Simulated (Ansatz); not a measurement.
CaCo$_{2}$Si$_{2}$ in space group I4/mmm (No. 139; Ca on 2a, Co on 4d, Si on 4e), the program Ansatz at the PBE level (PAW), all energies at zero smearing, with the estimated change up to a 700 eV cutoff added, with one set of potentials and settings (totals compare only within such a set). Cell of 5 atoms (1 Ca, 2 Co, 2 Si): -13343.890 eV.

```
element                                reference phase  E (eV/atom)
-------  ---------------------------------------------  -----------
Ca                          Fm-3m, 1 atoms in the cell   -1816.8597
Co       P6_3/mmc, 2 atoms in the cell, spin-polarised   -5126.1559
Si                          Fd-3m, 2 atoms in the cell    -635.8096
```

Formation energy per atom, worked out: (-13343.890 − 1×(-1816.8597) − 2×(-5126.1559) − 2×(-635.8096))/5 = -0.620 eV/atom (-60 kJ per mol of atoms), at 0 K, without zero-point energy or fitted corrections.

The workflow started from a Materials Project entry (that database holds measured and hypothetical structures alike); the Crystallography Open Database copy checked does not list it. Its standing as an ambient phase is unchecked. The PBE relaxation kept the symmetry of its start; whether a distortion lowers the energy is not shown. The run is not spin-polarised. The references are the lowest solids computed at this level, not always the standard phases.

Potentials: the later of the program's two PAW sets.
